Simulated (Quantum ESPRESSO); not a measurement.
Band energies of HgTe

```
HgTe
1.0
    0.00000     3.25438     3.25438
    3.25438     0.00000     3.25438
    3.25438     3.25438     0.00000
Te Hg
1 1
Cartesian
  4.88156   4.88156   4.88156
  0.00000   0.00000   0.00000
```

PBE (stringent potentials; pw.x of Quantum ESPRESSO, ONCV potentials, no spin-orbit coupling); path ΓXWKΓLUWLK,UX; energies in eV from the Fermi level.

```
k (1/Å)  point  band 18  band 19  band 20  band 21  band 22  band 23  band 24  band 25
-------  -----  -------  -------  -------  -------  -------  -------  -------  -------
0.00         Γ    -6.74    -6.74    -0.80    -0.02    -0.02    -0.02     4.27     4.27
0.43              -6.76    -6.71    -3.06    -1.10    -1.10     1.83     3.08     5.84
0.97         X    -6.68    -6.31    -5.33    -2.20    -2.20     1.89     2.54     8.11
1.45         W    -6.77    -6.15    -5.41    -2.57    -2.47     3.04     4.64     5.27
1.56              -6.74    -6.18    -5.39    -2.69    -2.26     2.86     4.29     5.73
1.79         K    -6.71    -6.22    -5.36    -2.82    -1.83     2.23     4.01     7.01
1.99              -6.74    -6.45    -5.02    -2.76    -1.34     2.24     4.67     6.13
2.51              -6.75    -6.73    -2.47    -0.77    -0.21     1.08     4.06     4.55
2.81         Γ    -6.74    -6.74    -0.80    -0.02    -0.02    -0.02     4.27     4.27
3.02              -6.74    -6.74    -1.87    -0.19    -0.19     0.62     4.17     4.49
3.44              -6.73    -6.73    -4.66    -0.85    -0.85     0.74     5.05     5.05
3.65         L    -6.72    -6.44    -5.37    -0.96    -0.96     0.69     5.06     5.06
4.00              -6.72    -6.36    -5.25    -2.46    -1.43     2.09     4.46     6.09
4.24         U    -6.71    -6.22    -5.36    -2.82    -1.83     2.23     4.01     7.01
4.58         W    -6.77    -6.15    -5.41    -2.57    -2.47     3.04     4.64     5.27
4.97              -6.73    -6.39    -5.27    -2.17    -1.36     1.97     4.50     5.60
5.26         L    -6.72    -6.44    -5.37    -0.96    -0.96     0.69     5.06     5.06
5.43              -6.72    -6.43    -5.32    -1.57    -1.09     1.30     4.74     5.32
5.86         K    -6.71    -6.22    -5.36    -2.82    -1.83     2.23     4.01     7.01
5.86         U    -6.71    -6.22    -5.36    -2.82    -1.83     2.23     4.01     7.01
6.20         X    -6.68    -6.31    -5.33    -2.20    -2.20     1.89     2.54     8.11
```

At this level the gap is closed or nearly so: along the path the highest valence and lowest conduction bands touch, or overlap by less than 0.6 eV, a zero-gap or semimetallic result; the valence top lies at Γ, the conduction bottom at Γ.

Without spin-orbit coupling, band edges of such heavy elements can be off by tenths of an eV.

Geometry relaxed with PBEsol.
